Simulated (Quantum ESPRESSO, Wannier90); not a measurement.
ZrO2 (anatase): Wannier90 run

Cell from Materials Project (mp-754403), symmetrised, no further relaxation. Not found in the COD (Crystallography Open Database) copy used, which has the formula in other groups; not checked further. Level: PBEsol, no spin polarisation, no spin-orbit coupling; pw.x of Quantum ESPRESSO at 68 Ry with PseudoDojo potentials, 6×6×6 k-points, Wannier90. Density: 8×8×8 mesh, cold smearing 0.01 Ry.

On the energy scale of pw.x, whose zero is arbitrary, the valence-band maximum lies at 6.80 eV.

Input w.win:

```
num_bands = 16
num_wann = 16
exclude_bands = 1-8,25-50
num_iter = 1000
conv_tol = 1.0e-6
conv_window = 4
write_hr = true
write_u_matrices = true
begin projections
O: sp3
end projections
begin unit_cell_cart
ang
    0.0000000000   -4.0152000000    0.0000000000
    4.0152000000    0.0000000000    0.0000000000
   -2.0076000000    2.0076000000    5.3458850000
end unit_cell_cart
begin atoms_frac
Zr   0.0000000000  0.0000000000  0.0000000000
Zr  -0.2500000000  0.2500000000  0.5000000000
O   -0.2016100000 -0.2016100000 -0.4032200000
O   -0.4516100000  0.0483900000  0.0967800000
O   -0.0483900000  0.4516100000 -0.0967800000
O    0.2016100000  0.2016100000  0.4032200000
end atoms_frac
mp_grid = 6 6 6
begin kpoints
0.0000000000 0.0000000000 0.0000000000
0.0000000000 0.0000000000 0.1666666667
0.0000000000 0.0000000000 0.3333333333
... (213 more lines: the 6x6x6 mesh through Gamma)
end kpoints
```

Input of pw2wannier90.x that gives the overlap and projection files (equivalent; here they were cut from one run over all bands):

```
&inputpp
  outdir = './out'
  prefix = 'pwscf'
  seedname = 'w'
  write_amn = .true.
  write_mmn = .true.
/
```

Output w.wout (banner and timings cut):

```
                                    ------
                                    SYSTEM
                                    ------

                              Lattice Vectors (Ang)
                    a_1     0.000000  -4.015200   0.000000
                    a_2     4.015200   0.000000   0.000000
                    a_3    -2.007600   2.007600   5.345885

                   Unit Cell Volume:      86.18545  (Ang^3)

                        Reciprocal-Space Vectors (Ang^-1)
                    b_1     0.000000  -1.564850   0.587666
                    b_2     1.564850   0.000000   0.587666
                    b_3    -0.000000   0.000000   1.175331

 *----------------------------------------------------------------------------*
 |   Site       Fractional Coordinate          Cartesian Coordinate (Ang)     |
 +----------------------------------------------------------------------------+
 | zr   1   0.00000   0.00000   0.00000   |    0.00000   0.00000   0.00000    |
 | zr   2  -0.25000   0.25000   0.50000   |    0.00000   2.00760   2.67294    |
 | o    1  -0.20161  -0.20161  -0.40322   |    0.00000   0.00000  -2.15557    |
 | o    2  -0.45161   0.04839   0.09678   |    0.00000   2.00760   0.51737    |
 | o    3  -0.04839   0.45161  -0.09678   |    2.00760   0.00000  -0.51737    |
 | o    4   0.20161   0.20161   0.40322   |    0.00000   0.00000   2.15557    |
 *----------------------------------------------------------------------------*
                                ------------
                                K-POINT GRID
                                ------------

             Grid size =  6 x  6 x  6      Total points =  216

 *---------------------------------- MAIN ------------------------------------*
 |  Number of Wannier Functions               :                16             |
 |  Number of Objective Wannier Functions     :                16             |
 |  Number of input Bloch states              :                16             |
 |  Output verbosity (1=low, 5=high)          :                 1             |
 |  Timing Level (1=low, 5=high)              :                 1             |
 |  Optimisation (0=memory, 3=speed)          :                 3             |
 |  Length Unit                               :               Ang             |
 |  Post-processing setup (write *.nnkp)      :                 F             |
 |  Using Gamma-only branch of algorithms     :                 F             |
 *----------------------------------------------------------------------------*
 *------------------------------- WANNIERISE ---------------------------------*
 |  Total number of iterations                :              1000             |
 |  Number of CG steps before reset           :                 5             |
 |  Trial step length for line search         :             2.000             |
 |  Convergence tolerence                     :         0.100E-05             |
 |  Convergence window                        :                 4             |
 |  Iterations between writing output         :                 1             |
 |  Iterations between backing up to disk     :               100             |
 |  Write r^2_nm to file                      :                 F             |
 |  Write xyz WF centres to file              :                 F             |
 |  Write on-site energies <0n|H|0n> to file  :                 F             |
 |  Use guiding centre to control phases      :                 F             |
 |  Use phases for initial projections        :                 F             |
 *----------------------------------------------------------------------------*
 *-------------------------------- PLOTTING ----------------------------------*
 |  Plotting Hamiltonian in WF basis          :                 T             |
 *----------------------------------------------------------------------------*

 *---------------------------------- K-MESH ----------------------------------*
 +----------------------------------------------------------------------------+
 |                    Distance to Nearest-Neighbour Shells                    |
 |                    ------------------------------------                    |
 |          Shell             Distance (Ang^-1)          Multiplicity         |
 |          -----             -----------------          ------------         |
 |             1                   0.195889                      2            |
 |             2                   0.278593                      8            |
 |             3                   0.368839                      4            |
 |             4                   0.391777                      2            |
 |             5                   0.392885                      8            |
 |             6                   0.417629                      8            |
 |             7                   0.521617                      4            |
 |             8                   0.538081                      8            |
       ... (lines left out)
 +----------------------------------------------------------------------------+
 | The b-vectors are chosen automatically                                     |
 | The following shells are used:                       1,  2                 |
 +----------------------------------------------------------------------------+
 |                        Shell   # Nearest-Neighbours                        |
 |                        -----   --------------------                        |
 |                          1               2                                 |
 |                          2               8                                 |
 +----------------------------------------------------------------------------+
 | Completeness relation is fully satisfied [Eq. (B1), PRB 56, 12847 (1997)]  |
 +----------------------------------------------------------------------------+
 |                  b_k Vectors (Ang^-1) and Weights (Ang^2)                  |
 |                  ----------------------------------------                  |
 |            No.         b_k(x)      b_k(y)      b_k(z)        w_b           |
 |            ---        --------------------------------     --------        |
 |             1         0.000000    0.000000    0.195889     9.354891        |
 |             2         0.000000    0.000000   -0.195889     9.354891        |
 |             3         0.260808    0.000000    0.097944     3.675337        |
 |             4         0.000000   -0.260808    0.097944     3.675337        |
 |             5         0.260808    0.000000   -0.097944     3.675337        |
 |             6         0.000000   -0.260808   -0.097944     3.675337        |
 |             7        -0.260808    0.000000   -0.097944     3.675337        |
 |             8        -0.260808    0.000000    0.097944     3.675337        |
 |             9         0.000000    0.260808   -0.097944     3.675337        |
 |            10         0.000000    0.260808    0.097944     3.675337        |
 +----------------------------------------------------------------------------+
 |                           b_k Directions (Ang^-1)                          |
 |                           -----------------------                          |
 |            No.           x           y           z                         |
 |            ---        --------------------------------                     |
 |             1         0.000000    0.000000    0.195889                     |
 |             2         0.260808    0.000000    0.097944                     |
 |             3         0.000000   -0.260808    0.097944                     |
 |             4         0.260808    0.000000   -0.097944                     |
 |             5         0.000000   -0.260808   -0.097944                     |
 +----------------------------------------------------------------------------+

 Starting a new Wannier90 calculation ...

 Reading overlaps from w.mmn

 Reading projections from w.amn

 *------------------------------- WANNIERISE ---------------------------------*
 +--------------------------------------------------------------------+<-- CONV
 | Iter  Delta Spread     RMS Gradient      Spread (Ang^2)            |<-- CONV
 +--------------------------------------------------------------------+<-- CONV

 ------------------------------------------------------------------------------
 Initial State
  WF centre and spread    1  (  0.225346,  0.169320, -1.927619 )     1.02756705
  WF centre and spread    2  (  0.244802, -0.163757, -2.332886 )     0.98124017
  WF centre and spread    3  ( -0.244802,  0.163757, -2.332886 )     0.98124682
  WF centre and spread    4  ( -0.225347, -0.169320, -1.927619 )     1.02756745
  WF centre and spread    5  (  0.169320,  2.232947,  0.745323 )     1.02756745
  WF centre and spread    6  (  0.163757,  1.762798,  0.340057 )     0.98124016
  WF centre and spread    7  ( -0.163757,  2.252402,  0.340057 )     0.98124682
  WF centre and spread    8  ( -0.169320,  1.782254,  0.745323 )     1.02756704
  WF centre and spread    9  (  2.252402,  0.163757, -0.340057 )     0.98124376
  WF centre and spread   10  (  2.232946, -0.169320, -0.745323 )     1.02756395
  WF centre and spread   11  (  1.782254,  0.169320, -0.745323 )     1.02756991
  WF centre and spread   12  (  1.762798, -0.163757, -0.340057 )     0.98124388
  WF centre and spread   13  (  0.163757,  0.244802,  2.332886 )     0.98124388
  WF centre and spread   14  (  0.169320, -0.225346,  1.927619 )     1.02756395
  WF centre and spread   15  ( -0.169320,  0.225346,  1.927619 )     1.02756991
  WF centre and spread   16  ( -0.163757, -0.244802,  2.332886 )     0.98124376
  Sum of centres and spreads (  8.030400,  8.030400,  0.000000 )    16.07048597

      0     0.161E+02     0.0000000000       16.0704859376  <-- CONV
        O_D=      0.0053431 O_OD=      2.2167513 O_TOT=     16.0704859 <-- SPRD
 ------------------------------------------------------------------------------
      1    -0.202E-01     0.0891865876       16.0503334319  <-- CONV
        O_D=      0.0040117 O_OD=      2.1979303 O_TOT=     16.0503334 <-- SPRD
      2    -0.810E-02     0.0610070091       16.0422290888  <-- CONV
        O_D=      0.0039139 O_OD=      2.1899237 O_TOT=     16.0422291 <-- SPRD
      3    -0.364E-02     0.0501730503       16.0385933993  <-- CONV
        O_D=      0.0039695 O_OD=      2.1862324 O_TOT=     16.0385934 <-- SPRD
      4    -0.176E-02     0.0387349473       16.0368296597  <-- CONV
        O_D=      0.0038934 O_OD=      2.1845448 O_TOT=     16.0368297 <-- SPRD
      5    -0.990E-03     0.0268552135       16.0358401549  <-- CONV
        O_D=      0.0038439 O_OD=      2.1836048 O_TOT=     16.0358402 <-- SPRD
       ... (lines left out)
    100    -0.112E-02     0.0317688613       15.8041008348  <-- CONV
        O_D=      0.0028155 O_OD=      1.9528939 O_TOT=     15.8041008 <-- SPRD
       ... (lines left out)
    200    -0.969E-04     0.0076096294       15.7233432781  <-- CONV
        O_D=      0.0025208 O_OD=      1.8724310 O_TOT=     15.7233433 <-- SPRD
       ... (lines left out)
    300    -0.431E-04     0.0053176633       15.7136414925  <-- CONV
        O_D=      0.0024900 O_OD=      1.8627600 O_TOT=     15.7136415 <-- SPRD
       ... (lines left out)
    390    -0.785E-06     0.0007518650       15.7128299439  <-- CONV
        O_D=      0.0024812 O_OD=      1.8619573 O_TOT=     15.7128299 <-- SPRD
    391    -0.771E-06     0.0010109949       15.7128291732  <-- CONV
        O_D=      0.0024812 O_OD=      1.8619565 O_TOT=     15.7128292 <-- SPRD
    392    -0.951E-06     0.0007439100       15.7128282225  <-- CONV
        O_D=      0.0024812 O_OD=      1.8619556 O_TOT=     15.7128282 <-- SPRD
             <<<     Delta < 1.000E-06  over  4 iterations     >>>
             <<< Wannierisation convergence criteria satisfied >>>
 Final State
  WF centre and spread    1  (  0.002883,  0.195933, -1.914757 )     1.05153569
  WF centre and spread    2  (  0.399088, -0.003103, -2.346440 )     0.91256453
  WF centre and spread    3  ( -0.399089,  0.003102, -2.346440 )     0.91256812
  WF centre and spread    4  ( -0.002883, -0.195932, -1.914750 )     1.05153873
  WF centre and spread    5  (  0.195932,  2.010483,  0.758192 )     1.05153873
  WF centre and spread    6  (  0.003103,  1.608512,  0.326502 )     0.91256453
  WF centre and spread    7  ( -0.003102,  2.406689,  0.326503 )     0.91256812
  WF centre and spread    8  ( -0.195933,  2.004717,  0.758186 )     1.05153568
  WF centre and spread    9  (  2.406689,  0.003103, -0.326503 )     0.91256809
  WF centre and spread   10  (  2.010483, -0.195933, -0.758187 )     1.05153512
  WF centre and spread   11  (  2.004717,  0.195932, -0.758191 )     1.05153928
  WF centre and spread   12  (  1.608512, -0.003102, -0.326502 )     0.91256457
  WF centre and spread   13  (  0.003102,  0.399088,  2.346440 )     0.91256457
  WF centre and spread   14  (  0.195933, -0.002883,  1.914755 )     1.05153512
  WF centre and spread   15  ( -0.195932,  0.002883,  1.914752 )     1.05153928
  WF centre and spread   16  ( -0.003103, -0.399089,  2.346440 )     0.91256809
  Sum of centres and spreads (  8.030400,  8.030400,  0.000000 )    15.71282825

         Spreads (Ang^2)       Omega I      =    13.848391472
        ================       Omega D      =     0.002481168
                               Omega OD     =     1.861955582
    Final Spread (Ang^2)       Omega Total  =    15.712828222
```
